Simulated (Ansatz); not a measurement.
BeS (zinc blende), relaxed with r²SCAN (Ansatz, a first-principles code, plane waves, PAW): a = b = c = 4.869 Å, α = β = γ = 90.00°.

```
Item                  Result
--------------------  ------
gap (eV)                3.59
B₀ by P(V) fit (GPa)    97.5
```

**Question.** The same phase is relaxed and computed with HSE06 in the same code. What are the cell and these values now?

**Answer.** a = b = c = 4.853 Å, α = β = γ = 90.00°.

gap (eV): 4.06
B₀ by P(V) fit (GPa): 99.0

All cells were relaxed under the symmetry of their starts (and spin orders); stability against distortions was not tested throughout.

Potentials: the later of the program's two PAW sets.

Ansatz is a plane-wave DFT program.
